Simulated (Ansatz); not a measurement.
Sr (fcc, Cu type)

```
Sr
1.0
    6.02892     0.00000     0.00000
    0.00000     6.02892     0.00000
    0.00000     0.00000     6.02892
Sr
4
Direct
  0.00000   0.00000   0.00000
  0.50000   0.50000   0.00000
  0.50000   0.00000   0.50000
  0.00000   0.50000   0.50000
```

In this cell atom 3 (Sr, nearest neighbour Sr at 4.263 Å; its periodic images, 6.0 Å or more away, move with it) is moved by s along Cartesian z, unit vector (0.000, 0.000, 1.000); all other atoms and the cell stay fixed.

Computed with PBE (plane waves to 420 eV, PAW, scalar-relativistic; Ansatz, a quantum-chemistry and plane-wave program). k mesh 6×6×6 (Γ-centred), Fermi-Dirac smearing 0.05 eV. Energies are smeared free energies. With partly filled bands, energies and forces of such displacements shift with the k mesh and the smearing. Sr was relaxed with its symmetry unable to fall. ΔE is measured from the undisplaced structure. The last digit holds for this mesh only.

```csv
s (Å),ΔE (meV/cell)
-1.280,1462.4
-1.024,951.9
-0.768,536.8
-0.512,237.5
-0.256,59.0
0.000,0.0
0.256,59.0
0.512,237.5
0.768,536.8
1.024,951.9
1.280,1462.4
```

Q: What force constant k = d²E/ds² at s = 0 does the table give?

A: 1.8 eV/Å². It is the second difference of the nearest points, corrected with the next pair.

Q: With k = 1.80 eV/Å² from the forces, is the well harmonic out to s = 1.280 Å?

A: ½ks² = 1475 meV/cell against the computed 1462 meV/cell, so the well is close to harmonic there.

(A displaced cell: forces are minus the slopes of the energy, force constants its curvatures, and phonons follow from these.)
